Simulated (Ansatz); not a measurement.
The relaxed structure here is a generated cell of Ba: the first start was made by placing the elements on the sites of a structure type, and the end was not matched to a known phase here, so it may be hypothetical. Known forms of Ba include space group No. 229.

One stationary structure of Ba. Space group Fm-3m (No. 225), fcc (Cu type). All values below come from r2SCAN (plane waves to 500 eV, PAW, scalar-relativistic; Ansatz, a first-principles code).

```cif
data_Ba4
_chemical_formula_sum 'Ba4'
_space_group_name_H-M_alt 'Fm-3m'
_space_group_IT_number 225
_space_group_name_Hall '-F 4 2 3'
_cell_length_a 6.45454
_cell_length_b 6.45454
_cell_length_c 6.45454
_cell_angle_alpha 90.000
_cell_angle_beta 90.000
_cell_angle_gamma 90.000
loop_
_atom_site_label
_atom_site_type_symbol
_atom_site_symmetry_multiplicity
_atom_site_Wyckoff_symbol
_atom_site_fract_x
_atom_site_fract_y
_atom_site_fract_z
_atom_site_occupancy
Ba1 Ba 4 a 0.00000 0.00000 0.00000 1
```
(The calculation used a cell of 1 atom; values per cell refer to that cell.)

```yaml
volume_per_atom: 67.23 Å³
density: 3.39 g/cm³
band_gap: no gap on the sampled points, where the bands overlap only slightly; such a result is sensitive to mesh and level
shortest_distances: 
k-mesh: 13×13×13
```

Band energies at high-symmetry points (eV from the Fermi level; labels of this space group; no spin-orbit coupling), from −5 eV up to 1.4 eV:

```
point         energies
-----  ---------------
Γ                -2.92
X          -0.83 -0.08
U      -0.29 0.16 1.18
K      -0.29 0.16 1.18
L           -0.93 0.77
W      -0.14 0.68 0.68
```

No spin polarisation in the result.

The run could not lose the symmetry of its start, so the end can be a saddle point.
